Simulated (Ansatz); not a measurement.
Crystals of one structure type (wurtzite) and one family of elements, relaxed and computed with r²SCAN (plane waves, PAW; program Ansatz).

```tsv
crystal	gap (eV)	electron conductivity mass (mₑ)
InAs	0.14	0.012
GaSb	0.41	?
GaAs	0.97	0.055
InP	1.10	0.080
GaP	1.74	0.19
GaN	2.35	0.18
AlN	4.88	0.31
```

Question: Fit a straight line to ln m* against ln E_g and predict the withheld value.

Answer: Least squares on the 6 shown rows: ln m* = 0.96 × ln E_g + (-2.574), with a scatter of 22.8 %. For GaSb this gives 0.032. The run itself gave 0.026, a miss of 23.1 % of that.

Not the usual ambient phase: InAs, wurtzite; GaSb, wurtzite; GaAs, wurtzite; InP, wurtzite; GaP, wurtzite. All cells were relaxed under the symmetry of their starts (and spin orders); stability against distortions was not tested throughout. Spin–orbit coupling is left out wherever it is not named.

Potentials: the later of the program's two PAW sets.
